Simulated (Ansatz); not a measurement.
Data:

InP:
```
CELL_PARAMETERS angstrom
      7.27299     0.00000     0.00000
      0.00000     7.27299     0.00000
      0.00000     0.00000     7.27299
ATOMIC_POSITIONS crystal
  In 0.25000 0.00000 0.50000
  In 0.50000 0.25000 0.00000
  In 0.50000 0.75000 0.00000
  In 0.75000 0.00000 0.50000
  In 0.00000 0.50000 0.75000
  In 0.00000 0.50000 0.25000
  P  0.25000 0.50000 0.00000
  P  0.00000 0.25000 0.50000
  P  0.00000 0.75000 0.50000
  P  0.75000 0.50000 0.00000
  P  0.50000 0.00000 0.75000
  P  0.50000 0.00000 0.25000
```

This is the r²SCAN-relaxed structure.

Question: All from r²SCAN in the plane-wave PAW code Ansatz, unless another level is named. Give the HSE06 gap on the r²SCAN cell.

Answer: 1.41 eV.

Question: Give the hole effective mass with spin–orbit coupling, band 1 of 2 at the edge.

Answer: 1.9 along [100], 0.61 along [110], 0.48 along [111] (mₑ).

Question: What about the band gap?

Answer: 1.06 eV (direct).

Question: What about the valence-band maximum?

Answer: at Γ.

Space group Pm-3n. The start of the workflow was typed in or built on a structure type; neither database checked (COD, Materials Project) lists it. It is not the phase usual at ambient conditions (space group No. 216). The r²SCAN relaxation kept the symmetry of its start; whether a distortion lowers the energy is not shown. The volume moved by 28 % from the start of the relaxation. Spin–orbit coupling is left out wherever it is not named.

Potentials: the earlier of the program's two PAW sets. The files were generated under PBE; for other functionals the program regenerates the frozen cores, and for LDA and PBEsol the local potential too.
